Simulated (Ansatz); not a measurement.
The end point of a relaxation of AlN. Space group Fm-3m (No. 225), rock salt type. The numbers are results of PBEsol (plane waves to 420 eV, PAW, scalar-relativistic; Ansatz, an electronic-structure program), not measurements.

Space group Fm-3m (No. 225); a = b = c = 4.045 Å, α = β = γ = 90.00°

```tsv
atom	site	symmetry	x	y	z
Al	4b	m-3m	0.5000	0.5000	0.5000
N	4a	m-3m	0.0000	0.0000	0.0000
```
(The calculation used a cell of 2 atoms; values per cell refer to that cell.)

For AlN, the volume per atom is 8.27 Å³. The band gap is 4.55 eV, indirect (valence top at Γ, conduction bottom at X) (no spin-orbit coupling). The smallest direct gap is 5.63 eV at Γ, the shortest distances comes out as Al–N 2.02 Å; Al–Al 2.86 Å; N–N 2.86 Å and the k-mesh comes out as 14×14×14.

No spin polarisation in the result.

The run could not lose the symmetry of its start.

The relaxed structure has the type that AlN is known to take under pressure; here it was relaxed at zero pressure, from a generated start.
